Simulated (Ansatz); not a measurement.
Si3N4:
```xyz
14
Lattice="7.6245 0.0000 0.0000 -3.8123 6.6030 0.0000 0.0000 0.0000 2.9104" Properties=species:S:1:pos:R:3 pbc="T T T"
Si    -1.3769     5.4546     2.1828
Si     5.1891     1.1485     0.7276
Si     2.2123     1.5349     0.7276
Si     1.6000     5.0682     2.1828
Si    -0.2231     2.6833     2.1828
Si     4.0353     3.9197     0.7276
N      0.0000     4.4020     2.1828
N      3.8123     2.2010     0.7276
N      4.8445     4.4240     2.1828
N     -1.0323     2.1790     0.7276
N     -1.4091     6.4075     0.7276
N      5.2213     0.1955     2.1828
N      1.3709     1.9835     2.1828
N      2.4413     4.6195     0.7276
```

Relaxed with PBEsol.

Problem. Give the optical modes at the zone centre with their infrared activity from DFPT, plane-wave PAW PBEsol (Ansatz code).

Solution. Transverse frequencies, without the LO–TO term; a row sums one degenerate level.

```
ω (cm⁻¹)  degeneracy  IR ((D/Å)²/amu)     activity
--------  ----------  ---------------  -----------
174                2             0.00  IR-inactive
195                1             0.00  IR-inactive
216                2             0.00  IR-inactive
235                1             0.00  IR-inactive
258                1             0.00  IR-inactive
293                2             0.00  IR-inactive
348                1             8.73           IR
387                1             0.00  IR-inactive
406                2            28.01           IR
429                2             0.00  IR-inactive
442                1             0.00  IR-inactive
540                1             0.00  IR-inactive
549                2            19.14           IR
601                2             0.00  IR-inactive
639                1             0.00  IR-inactive
708                1             0.00  IR-inactive
841                1           137.38           IR
851                2             0.00  IR-inactive
854                2             0.00  IR-inactive
868                1             0.00  IR-inactive
879                2           236.17           IR
911                2             0.00  IR-inactive
922                1             0.00  IR-inactive
1010               2            10.17           IR
1021               2             0.00  IR-inactive
1041               1             0.00  IR-inactive
```

Problem. How high does the top mode go among those that the LO–TO term moves?

Solution. 1116 cm⁻¹ for q along x, 1116 cm⁻¹ for q along y, 1085 cm⁻¹ for q along z.

Space group P6_3/m. Symmetry was held in the PBEsol relaxation.

Potentials: the earlier of the program's two PAW sets. The files were generated under PBE; for other functionals the program regenerates the frozen cores, and for LDA and PBEsol the local potential too.
